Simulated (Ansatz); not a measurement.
YZnCuP₂:
Space group P3m1 (No. 156); a = b = 3.955 Å, c = 6.536 Å, α = β = 90.00°, γ = 120.00°

| atom | site | symmetry | x | y | z |
|---|---|---|---|---|---|
| Y | 1b | 3m. | 0.3333 | 0.6667 | 0.9844 |
| Zn | 1a | 3m. | 0.0000 | 0.0000 | 0.3766 |
| Cu | 1c | 3m. | 0.6667 | 0.3333 | 0.6397 |
| P | 1c | 3m. | 0.6667 | 0.3333 | 0.2566 |
| P | 1a | 3m. | 0.0000 | 0.0000 | 0.7427 |

Relaxed with r²SCAN. The program Ansatz at the r²SCAN level (PAW) gives a gap of 0.18 eV.

Problem. What gap does HSE06 give on the same cell (Ansatz, PAW)?

Solution. 0.50 eV, 0.32 eV more. The hybrid was solved on a coarser mesh and at special points; the gap given is the minimum over both.

Cost on shared cores: the r²SCAN run (SCF on a 8×8×5 mesh, then bands and DOS) around 110 core-seconds (rough), the HSE06 run (SCF on 5×5×3, then a few points) about 110 core-seconds (a rough figure); the tasks are unlike.

The first step of the workflow began from a Materials Project structure, measured or hypothetical; the Crystallography Open Database copy checked does not list it. Its standing as an ambient phase is unchecked. Symmetry was held in the r²SCAN relaxation; its stability against distortions is not shown here. No spin polarisation was allowed. Scalar-relativistic: spin–orbit coupling is off unless named, which matters more the heavier the elements.

Potentials: the later of the program's two PAW sets.
